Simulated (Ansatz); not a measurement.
**SiO2: gradients before and after relaxing the atoms**

Start: an entry of the Crystallography Open Database (COD) (the cell was measured well above room temperature), taken as it stands.

```cif
data_SiO2
_symmetry_space_group_name_H-M 'P4_12_12'
_symmetry_Int_Tables_number 92
_cell_length_a 4.9877
_cell_length_b 4.9877
_cell_length_c 6.9697
_cell_angle_alpha 90.000
_cell_angle_beta 90.000
_cell_angle_gamma 90.000
loop_
_atom_site_label
_atom_site_type_symbol
_atom_site_symmetry_multiplicity
_atom_site_Wyckoff_symbol
_atom_site_fract_x
_atom_site_fract_y
_atom_site_fract_z
Si Si 4 a 0.2949 0.2949 0.0000
O O 8 b 0.2416 0.0968 0.1747
```

One atom of each set is listed.

Computed with Ansatz: DFT, PBE, plane waves and PAW (field gradients read without the response of the frozen cores, which leaves them typically 4 to 6 % off), scalar-relativistic, 420 eV cutoff, Γ-centred 5×5×4 k-points, Fermi–Dirac smearing 0.02 eV.

The largest force at the start is 0.68 eV/Å. Relaxing the ions at fixed cell moves them by 0.102 Å at most (atom 8, O) and 0.090 Å rms.

| site | moved (Å) | first shell before | first shell after | V_zz before (10²¹ V/m²) | η before |
| --- | --- | --- | --- | --- | --- |
| Si | 0.060 | 4 O at 1.59–1.60 Å | 4 O at 1.63 Å | -0.26 | 0.55 |
| O | 0.102 | 2 Si at 1.59–1.60 Å, angle 148° | 2 Si at 1.63 Å, angle 144° | 9.34 | 0.12 |

(1) What are V_zz and η after the relaxation?

## Answers

(1) 

| site | V_zz after | η after | change of V_zz |
| --- | --- | --- | --- |
| Si | -0.34 | 0.76 | – |
| O | 9.82 | 0.18 | +0.48 |

The largest change of V_zz along a kept axis is on O, from 9.34 to 9.82. In per cent, |V_zz| changes by +5 on O (all sites that start above 0.5). On Si the largest principal value lies along another axis in the second run, so the two V_zz can't be compared directly.
